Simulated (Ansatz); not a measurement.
HfTe2 in space group R-3m (No. 166; Hf on 3a, Te on 6c), LDA in the plane-wave PAW code Ansatz, all energies at zero smearing, with the estimated change up to a 700 eV cutoff added, with one set of potentials and settings (totals compare only within such a set). Cell of 3 atoms (1 Hf, 2 Te): -29134.415 eV.

| element | reference phase | E (eV/atom) |
|---|---|---|
| Hf | P6_3/mmc, 2 atoms in the cell | -15477.4942 |
| Te | P3_121, 3 atoms in the cell | -6827.2741 |

Formation energy per atom, worked out: (-29134.415 − 1×(-15477.4942) − 2×(-6827.2741))/3 = -0.791 eV/atom (-76 kJ per mol of atoms), at 0 K, without zero-point energy or fitted corrections.

A made-up cell: these elements were put on the sites of a structure type; neither database checked (COD, Materials Project) lists it. Whether it is the stable phase at ambient conditions was not checked. Symmetry was held in the LDA relaxation; its stability against distortions is not shown here. No spin polarisation was allowed. A crystal of weakly bound layers computed without a dispersion correction: the cell and the soft elastic constants depend strongly on that. The references are the lowest solids computed at this level, not always the standard phases. Spin–orbit coupling is left out wherever it is not named.

Potentials: the earlier of the program's two PAW sets. The files were generated under PBE; for other functionals the program regenerates the frozen cores, and for LDA and PBEsol the local potential too.
